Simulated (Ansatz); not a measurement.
Consider the following.

C:
```
C
1.0
    2.50530     0.00000     0.00000
   -1.25265     2.16965     0.00000
    0.00000     0.00000     8.26432
C
8
Cartesian
  0.00000   0.00000   4.90033
  0.00000   0.00000   3.36399
  0.00000   0.00000   0.76817
  0.00000   0.00000   7.49615
  0.00000   1.44643   2.84670
  1.25265   0.72322   5.41763
  1.25265   0.72322   6.97886
  0.00000   1.44643   1.28547
```

This is the PBEsol-relaxed structure. Cartesian axes are those of the cell as given.

Q: All from the program Ansatz at the PBEsol level (PAW), unless another level is named. Predict the electron effective mass.

A: 0.20, 1.8, 1.8 mₑ (principal values).

Q: Give the hole effective mass, band 2 of 2 at the edge.

A: 0.28 along x, 0.68 along z (mₑ).

Q: Give the smallest direct gap on the standard path.

A: 5.27 eV.

Space group P6_3/mmc. The workflow started from a Materials Project entry (that database holds measured and hypothetical structures alike). Its sites differ from those of the usual phase in this space group: another stacking or structure type. The PBEsol relaxation kept the symmetry of its start; whether a distortion lowers the energy is not shown.

Potentials: the earlier of the program's two PAW sets. The files were generated under PBE; for other functionals the program regenerates the frozen cores, and for LDA and PBEsol the local potential too.
